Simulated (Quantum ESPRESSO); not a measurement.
Simulation results for AlSi$_{2}$PC$_{4}$ (made-up cell)

Computed with Quantum ESPRESSO 7.5. Calculation on a made-up crystal cell, not a measurement: periodic Kohn-Sham density functional theory in plane waves with PseudoDojo standard norm-conserving scalar-relativistic pseudopotentials, each functional with its own files (v0.5 for PBE, v0.4.1 for LDA and PBEsol), no spin polarisation, no spin-orbit coupling, atoms not relaxed, stress positive in tension, energies less a fixed whole-eV offset for each atom's element; levels are Kohn-Sham levels at fractions of this cell's reciprocal vectors, counted from the reference band (half the neutral cell's valence electrons, rounded up) at Gamma; error bars cover cutoff and k-mesh only, not smearing or the files; each bar is the largest change over components, and at least 0.002 eV, 0.002 eV per angstrom or 0.02 GPa; added strain carries the atoms with the cell, and shear is the tensor component; energies are for the whole cell, and the offsets were chosen from early runs and are not element reference energies.

## AlSi$_{2}$PC$_{4}$ (made-up cell)

Unstrained structure:
```
CELL_PARAMETERS angstrom
4.40990 -0.00350 0.03430
-0.00350 4.50160 0.05980
0.03430 0.05980 4.45370
ATOMIC_POSITIONS crystal
Si 0.99763 0.99148 0.00395
Al 0.00756 0.49528 0.50958
P 0.49200 0.99964 0.50563
Si 0.50242 0.48869 0.00257
C 0.25086 0.24875 0.24459
C 0.24704 0.74842 0.74362
C 0.75336 0.25073 0.75332
C 0.74715 0.75147 0.25609
```

* lattice type: zincblende/diamond
* functional: pbe
* cutoff: 1116 eV
* fermi dirac smearing: 0.025 eV
* scf tolerance: 1e-07 eV
* electrons removed: 0
* added strain kind: zz
* added strain: 0.0206
* k mesh: 4 x 4 x 4, shifted by half a step
* structure shown: before the added strain of 0.0206
* stress xx: ?
* pressure: ?
* stress yy: ?

Atoms:
```
atoms element  atom site  atom energy offset (eV)
           Si          1                     -115
           Al          2                      -64
            P          3                     -189
           Si          4                     -115
            C          5                     -163
            C          6                     -163
            C          7                     -163
            C          8                     -163
```

Q: Give the missing stress xx for AlSi$_{2}$PC$_{4}$ (made-up cell).
A: 4.815 GPa

Q: Give the missing pressure for AlSi$_{2}$PC$_{4}$ (made-up cell).
A: -9.123 GPa

Q: Give the missing stress yy for AlSi$_{2}$PC$_{4}$ (made-up cell).
A: 9.043 GPa

Further results for AlSi$_{2}$PC$_{4}$ (made-up cell):

- free energy less offsets: -2.125 eV
- scf iterations: 12
- smearing term minus ts: 0 eV
- stress zz: 13.51 GPa
- stress yz: 4.889 GPa
- stress xz: 4.227 GPa
- stress xy: -2.202 GPa
- error bar energy: 0.006546 eV
- error bar stress: 0.06074 GPa
- error bar force: 0.002 eV/Å
- error bars from: tighter rerun of a related cell

Forces:
```
site  x (eV/Å)  y (eV/Å)  z (eV/Å)
   1   0.07492    0.4018   -0.1543
   2   -0.4151     0.315    -1.303
   3    0.6709   -0.1372   -0.5837
   4    0.2234     1.116   -0.1528
   5    0.6634    -1.689    0.3031
   6     1.617     1.369      1.46
   7    -1.623    -1.917    0.6828
   8    -1.211    0.5427   -0.2525
```
